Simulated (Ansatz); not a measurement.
Starting cell, W3N4 (space group Pm-3m):

```
CELL_PARAMETERS angstrom
      4.15584     0.00000     0.00000
      0.00000     4.15584     0.00000
      0.00000     0.00000     4.15584
ATOMIC_POSITIONS crystal
  N  0.50000 0.50000 0.50000
  N  0.50000 0.00000 0.00000
  N  0.00000 0.50000 0.00000
  N  0.00000 0.00000 0.50000
  W  0.50000 0.50000 0.00000
  W  0.00000 0.50000 0.50000
  W  0.50000 0.00000 0.50000
```

The atoms are displaced by Q × the pattern below (from a DFPT mode at Γ, largest move 1; Q in Å), at fixed cell. It is one choice among 3 degenerate patterns.

```tsv
atom	x	y	z
N1	0.000	0.000	1.000
N2	0.000	0.000	-0.428
N3	0.000	0.000	-0.428
N4	0.000	0.000	-0.121
W5	0.000	0.000	0.389
W6	0.000	0.000	-0.195
W7	0.000	0.000	-0.195
```

Calculation: LDA (plane waves to 420 eV, PAW, scalar-relativistic; Ansatz, an electronic-structure program). k mesh 11×11×11 (Γ-centred), Fermi-Dirac smearing 0.05 eV. With partly filled bands, energies and forces of such displacements shift with the k mesh and the smearing. Spin-orbit coupling is left out, though W is heavy. W3N4 is run without spin polarisation. W3N4 was relaxed with its symmetry unable to fall.

At one point of the scan the forces (eV/Å) are:

```
atom     Fx     Fy      Fz
----  -----  -----  ------
N1    0.000  0.000  -0.185
N2    0.000  0.000   0.034
N3    0.000  0.000   0.034
N4    0.000  0.000   0.070
W5    0.000  0.000  -1.707
W6    0.000  0.000   0.877
W7    0.000  0.000   0.877
```

Problem. Which point is it?
A) Q = -0.440 Å
B) Q = -0.220 Å
C) Q = -0.367 Å
D) Q = -0.073 Å

Solution. D, Q = -0.073 Å

(A displaced cell: forces are minus the slopes of the energy, force constants its curvatures, and phonons follow from these.)
